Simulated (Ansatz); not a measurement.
**Structures of Li₂P: which is lowest?**

Plane-wave DFT in Ansatz with scalar-relativistic PAW potentials, cutoff 420 eV, Γ-centred meshes chosen by cell and gap, Gaussian smearing with energies taken to zero width. Every cell was relaxed (cell and atoms) in a run of its own, within the symmetry of its start. Functional: PBE.

Relaxed structures (starts from databases or built by putting these elements on another compound's sites):
A. C2/m, 6 atoms in the computed cell, a = 4.842 Å, b = 7.470 Å, c = 4.831 Å, β = 109.2°; sites (symmetry × multiplicity) Li 1 × 8, P m × 4; start: built
B. I4/mmm, 6 atoms in the computed cell, a = 4.162 Å, c = 11.477 Å; sites (symmetry × multiplicity) Li 4mm × 4 + mmm. × 4, P 4mm × 4; start: built
C. Immm, 3 atoms in the computed cell, a = 2.779 Å, b = 3.892 Å, c = 7.489 Å; sites (symmetry × multiplicity) Li mm2 × 4, P mmm × 2; start: built

Question: Rank them by energy. Could pressure change the order?

Answer:
```tsv
structure	group	E − E(lowest) (meV/atom)	V (Å³/atom)	gap on mesh (eV)
A	C2/m	0.0	13.75	0.00
C	Immm	9.8	13.50	0.00
B	I4/mmm	172	16.56	0.00
```

A is lowest, 10 meV/atom under C. The two lowest differ in volume by under 3 %, too little for a first-order estimate of what pressure does to that pair (other pairs aren't weighed here); with rigid cells even 3 % in favour of the higher one would need about 4 GPa. Other structures may lie lower than all of these, and vibrations aren't counted.